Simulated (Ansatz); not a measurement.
Ta4GaSe8:
```cif
data_GaSe8Ta4
_chemical_formula_sum 'Ta4 Ga1 Se8'
_space_group_name_H-M_alt 'P 1'
_space_group_IT_number 1
_cell_length_a 7.30893
_cell_length_b 7.30893
_cell_length_c 7.30893
_cell_angle_alpha 60.000
_cell_angle_beta 60.000
_cell_angle_gamma 60.000
loop_
_space_group_symop_operation_xyz
  'x, y, z'
loop_
_atom_site_label
_atom_site_type_symbol
_atom_site_fract_x
_atom_site_fract_y
_atom_site_fract_z
_atom_site_occupancy
Ta1 Ta 0.69230 0.10257 0.10257 1
Ta2 Ta 0.10257 0.10257 0.10257 1
Ta3 Ta 0.10257 0.10257 0.69230 1
Ta4 Ta 0.10257 0.69230 0.10257 1
Ga1 Ga 0.50000 0.50000 0.50000 1
Se1 Se 0.40999 0.86334 0.86334 1
Se2 Se 0.86334 0.86334 0.86334 1
Se3 Se 0.86334 0.86334 0.40999 1
Se4 Se 0.86334 0.40999 0.86334 1
Se5 Se 0.90766 0.36411 0.36411 1
Se6 Se 0.36411 0.36411 0.36411 1
Se7 Se 0.36411 0.36411 0.90766 1
Se8 Se 0.36411 0.90766 0.36411 1
```

Relaxed with PBEsol.

Question: Which orbitals make up the states near the Fermi level in PBEsol in the plane-wave PAW code Ansatz?

Answer: Within 0.5 eV of the Fermi level: Ta 5d 80 %, Se 4p 13 %. Projections are on Löwdin-orthogonalised atomic valence shells; empty p or d shells of many metals are not among them.

Question: Tabulate the density of states.

Answer: States/eV per cell of 13 atoms, in 0.25 eV bins, energy from the Fermi level.

| E (eV) | total | Se 4p | Ta 5d | Ga 4p |
|---|---|---|---|---|
| -7.85 | 1.16 | 0.61 | 0.09 | 0.01 |
| -7.60 | 2.20 | 1.13 | 0.14 | 0.02 |
| -7.35 | 2.91 | 1.43 | 0.17 | 0.02 |
| -7.10 | 0.75 | 0.35 | 0.04 | 0.00 |
| -6.85 | 0.00 | 0.00 | 0.00 | 0.00 |
| -6.60 | 1.24 | 0.79 | 0.19 | 0.06 |
| -6.35 | 4.48 | 2.89 | 0.73 | 0.18 |
| -6.10 | 10.33 | 6.71 | 1.76 | 0.26 |
| -5.85 | 8.32 | 5.29 | 1.36 | 0.32 |
| -5.60 | 7.07 | 4.36 | 1.22 | 0.25 |
| -5.35 | 9.83 | 6.82 | 1.89 | 0.27 |
| -5.10 | 9.48 | 6.87 | 1.77 | 0.15 |
| -4.85 | 4.94 | 3.23 | 1.07 | 0.09 |
| -4.60 | 6.55 | 4.33 | 1.46 | 0.28 |
| -4.35 | 9.47 | 6.29 | 2.08 | 0.52 |
| -4.10 | 7.76 | 5.11 | 1.77 | 0.28 |
| -3.85 | 13.26 | 9.08 | 3.07 | 0.23 |
| -3.60 | 16.51 | 11.34 | 4.04 | 0.29 |
| -3.35 | 18.85 | 12.54 | 5.16 | 0.27 |
| -3.10 | 14.23 | 10.17 | 3.17 | 0.21 |
| -2.85 | 6.40 | 4.25 | 1.84 | 0.06 |
| -2.60 | 10.88 | 8.14 | 2.14 | 0.13 |
| -2.35 | 9.53 | 7.57 | 1.41 | 0.18 |
| -2.10 | 8.77 | 6.79 | 1.41 | 0.19 |
| -1.85 | 4.87 | 3.29 | 1.20 | 0.15 |
| -1.60 | 7.31 | 3.73 | 2.99 | 0.20 |
| -1.35 | 1.93 | 0.84 | 0.94 | 0.05 |
| -1.10 | 1.25 | 0.24 | 0.96 | 0.00 |
| -0.85 | 10.04 | 1.79 | 7.88 | 0.01 |
| -0.60 | 4.72 | 0.86 | 3.76 | 0.00 |
| -0.35 | 0.31 | 0.04 | 0.24 | 0.02 |
| -0.10 | 4.45 | 0.55 | 3.54 | 0.11 |
| 0.15 | 13.62 | 1.64 | 10.92 | 0.23 |
| 0.40 | 5.86 | 0.81 | 4.63 | 0.05 |
| 0.65 | 1.19 | 0.33 | 0.23 | 0.11 |
| 0.90 | 1.88 | 0.47 | 0.52 | 0.19 |
| 1.15 | 2.02 | 0.45 | 0.76 | 0.19 |
| 1.40 | 2.43 | 0.39 | 1.31 | 0.13 |
| 1.65 | 0.25 | 0.04 | 0.14 | 0.01 |
| 1.90 | 6.79 | 0.77 | 3.96 | 0.82 |
| 2.15 | 15.23 | 2.09 | 8.73 | 1.67 |
| 2.40 | 14.58 | 3.50 | 8.05 | 0.68 |
| 2.65 | 16.90 | 3.65 | 11.18 | 0.32 |
| 2.90 | 9.24 | 1.93 | 6.01 | 0.25 |
| 3.15 | 7.86 | 2.15 | 3.88 | 0.28 |
| 3.40 | 13.13 | 3.79 | 7.03 | 0.37 |
| 3.65 | 11.92 | 3.49 | 5.66 | 0.52 |
| 3.90 | 4.99 | 1.49 | 2.07 | 0.27 |
| 4.15 | 9.26 | 2.72 | 3.22 | 0.88 |
| 4.40 | 8.99 | 2.76 | 2.77 | 0.93 |
| 4.65 | 7.37 | 2.31 | 2.30 | 0.55 |
| 4.90 | 5.61 | 1.50 | 1.11 | 0.64 |

Space group F-43m. The first step of the workflow began from a Materials Project structure, measured or hypothetical; the Crystallography Open Database files this formula in space group No. 216, but the cells were not matched. Its standing as an ambient phase is unchecked. The cell was relaxed with PBEsol under the symmetry of its start; whether a distortion lowers the energy is not shown. The run is not spin-polarised. With an odd number of electrons in the cell and no spin polarisation, the count alone makes it a metal. Scalar-relativistic: spin–orbit coupling is off unless named, which matters more the heavier the elements.

Potentials: the later of the program's two PAW sets.
